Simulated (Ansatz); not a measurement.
Ansatz (a quantum-chemistry and plane-wave program) input:

Ansatz 0.2 input:
```yaml
crystal:
  lattice:
    - [6.0892950954, 2.0293705004, 0.0]
    - [-6.0892950954, 2.0293705004, 0.0]
    - [-1.3571869371, 0.0, 5.0225642186]
  atoms:
    - { symbol: Ni, position: [0.0, 0.0, 0.0] }
    - { symbol: Ni, position: [0.7844989962, 0.2155010038, 0.6639004651] }
    - { symbol: Ni, position: [0.2155010038, 0.7844989962, 0.3360995349] }
    - { symbol: Sn, position: [0.572633853, 0.427366147, 0.3140153221] }
    - { symbol: Sn, position: [0.427366147, 0.572633853, 0.6859846779] }
    - { symbol: Sn, position: [0.8278226839, 0.1721773161, 0.1875093455] }
    - { symbol: Sn, position: [0.1721773161, 0.8278226839, 0.8124906545] }
kpoints:
  mp_grid: { grid: [11, 11, 8] }
hamiltonian:
  xc: r2scan
  pseudopotentials: { kind: paw }
scf:
  occupations: { method: gaussian, width: 0.1 }
checkpoint: { read: metal.run }
output: { bader: true, populations: true }
```

Output (shortened):

```
Pseudopotential: Ni, paw, valence charge 18
Pseudopotential: Sn, paw, valence charge 14
Functional definition: r2SCAN
Crystal: 7 atoms, lattice volume = 124.132 Å³
Basis set: ecut = 500 eV, 3161 PW (Γ), exchange–correlation on 192×192×160 points (64 copies of the dense FFT grid, shifted against one another)
Bands: 66, of which v1, the nominal top of the filled ones, is band 55 counted from 1 (54 counted from 0)
Symmetry: 4 space group operations
Space group: C2/m (ITA 12), of the structure as read, at distance tolerance 5.0e-5 Å
k-points: 270 of 968
Stability of the state it starts from, as read at its close in the unpolarized treatment …
iter 1 solved again at ethr=3.22e-8 eV; its pass at ethr=3.10e-3 eV (dr2=3.54e-5 eV) is discarded
SCF iter   1: F=—  HF=-41691.652060 eV  |F-HF|=—  |Δ(HF+E_count)|=         —  Δρ=3.38e-7  dr2=1.74e-10  dr2_τ=5.01e-12  ethr=3.22e-8  ⟨swp⟩=4.0  Hψ=128171  notcnv=0
preconditioner: auto → Kerker (q_TF=auto, 2.674 Å⁻¹)
SCF iter   2: F=-41691.652060 eV  HF=-41691.652060 eV  |F-HF|=5.75e-10  |Δ(HF+E_count)|=   3.56e-9  Δρ=7.72e-7  dr2=5.65e-10  dr2_τ=7.78e-12  ethr=1.00e-12  ⟨swp⟩=7.8  Hψ=81436  notcnv=0
SCF 1 converged in 2 iterations: F = -41691.652060 eV  dr2 = 5.65e-10
SCF converged after 2 iterations
Free energy (F): -41691.652060 eV
Harris-Foulkes:  -41691.652060 eV  (|F-HF|=5.75e-10)
Internal energy: -41691.638565 eV  (E = F + TS)
E sigma→0 (E₀):  -41691.645313 eV
Entropy (-TS):   -0.013494 eV (-1.928 meV/atom)
Fermi energy:    14.469995 eV
--- Per-component energies (eV) ---
  E_band       = -1272.173344
  E_kinetic    = 1607.558390
  E_local      = -16220.669296  (includes V_loc(G=0)·N_el)
  E_nonlocal   = 1806.677043
  E_hartree    = 7716.772987
  E_xc         = -1734.740050
  E_vxc        = -769.771606  (∫ρ·V_xc dr)
  E_paw        = -21595.283292  (= ΣΔE_a)
  E_vpaw       = -3182.248406  (= ΣTr[D̂ρ^β])
  E_aug_tail   = 0.000704  (compensation charges beyond the density's cutoff)
  E_vtau       = 52.732780  (kinetic-family band-sum trace: ∫τ·v_τ [+ j·A + Jᵃ·Aᵃ] dr)
  E_ewald      = -13273.996126
  E_core_change = 2.041074  (= ΣΔE_core)
  E_smearing   = -0.013494  (= −TS)
  E_closure    = 0.000000  (closes the sum)
  Σ components = -41691.652060   (vs F -41691.652060, Δ=0.00e0)
  [band-id]    e_kinetic+e_local+e_nonlocal+2·e_hartree+e_vxc+e_vpaw+e_augmentation_tail+e_vtau = -1272.174416   (vs E_band -1272.173344, Δ=-1.07e-3)
--- Band table (eV; the first three rows and the last of 270) ---
  k-point 0: bands = ["-92.3118", "-92.2701", "-92.2649", "-51.3138", "-51.2623", "-51.2539", "-51.2480", "-51.2120", "-51.1974", "-51.1785", "-51.1770", "-51.1630", "-7.8361", "-7.7649", "-7.7603", "-7.7043", "-7.7005", "-7.6978", "-7.6682", "-7.6397", …
  k-point 1: bands = ["-92.3118", "-92.2701", "-92.2649", "-51.3138", "-51.2623", "-51.2539", "-51.2480", "-51.2120", "-51.1977", "-51.1777", "-51.1770", "-51.1635", "-7.8358", "-7.7709", "-7.7579", "-7.7037", "-7.6978", "-7.6903", "-7.6636", "-7.6397", …
  k-point 2: bands = ["-92.3118", "-92.2701", "-92.2649", "-51.3138", "-51.2623", "-51.2539", "-51.2480", "-51.2120", "-51.1983", "-51.1770", "-51.1756", "-51.1649", "-7.8337", "-7.7777", "-7.7571", "-7.7010", "-7.6920", "-7.6733", "-7.6591", "-7.6488", …
  k-point 269: bands = ["-92.3118", "-92.2701", "-92.2649", "-51.3138", "-51.2623", "-51.2539", "-51.2480", "-51.2120", "-51.1987", "-51.1770", "-51.1739", "-51.1662", "-7.8376", "-7.7713", "-7.7539", "-7.7253", "-7.6897", "-7.6802", "-7.6577", "-7.6548", …
--- Löwdin populations: 7 sites ---
  site symbol       q [e]
     0     Ni     17.5906
     1     Ni     17.5712
     2     Ni     17.5712
     3     Sn     14.1705
     4     Sn     14.1705
     5     Sn     14.1434
     6     Sn     14.1434
  spilling = 0.005811 (of n_electrons = 110.000000)
--- Bader charges: 7 sites ---
  site symbol  charge [e]  shift [e]
     0     Ni     -0.4312     0.0038
     1     Ni     -0.3920     0.0019
     2     Ni     -0.3920     0.0019
     3     Sn      0.2917     0.0017
     4     Sn      0.2917     0.0017
     5     Sn      0.3159     0.0020
     6     Sn      0.3159     0.0020
  shift: an alarm, by how much a part of what the PAW files miss would move the charge. Where it is large, compare
  with a run on PAW files of another source; a small one proves nothing
  estimated error of the sums over rays = 6.1e-4 e
```

Cost: about 3 core-minutes (a rough figure) on shared cores.

The workflow started from a Materials Project entry (that database holds measured and hypothetical structures alike); the Crystallography Open Database files this formula in space group No. 12, but the cells were not matched. Its standing as an ambient phase is unchecked. The cell was relaxed with r²SCAN under the symmetry of its start; whether a distortion lowers the energy is not shown. The run is not spin-polarised. Spin–orbit coupling is left out wherever it is not named.

Potentials: the later of the program's two PAW sets.

Ansatz is a plane-wave DFT program.
